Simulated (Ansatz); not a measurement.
Input:

PbS:
```
CELL_PARAMETERS angstrom
      4.05312     0.00000     0.00000
     -2.02656     3.51011     0.00000
      0.00000     0.00000     3.78068
ATOMIC_POSITIONS crystal
  Pb 0.00000 0.00000 0.00000
  S  0.66667 0.33333 0.50000
```

This is the r²SCAN-relaxed structure.

All from plane-wave PAW r²SCAN (Ansatz code), unless another level is named. Give the electronic character.

metallic (no gap).

Predict the formation energy from the elements (no fitted shifts).

-0.53 eV/atom.

Give the density of states at the Fermi level.

0.06 states/eV per atom (mean over ±0.08 eV).

Space group P-6m2. A made-up cell: these elements were put on the sites of a structure type; the Crystallography Open Database copy checked does not list it. It is not the phase usual at ambient conditions (space group No. 225). The r²SCAN relaxation kept the symmetry of its start; whether a distortion lowers the energy is not shown. The references are the lowest solids computed at this level, not always the standard phases. Spin–orbit coupling is left out wherever it is not named.

Potentials: the later of the program's two PAW sets.
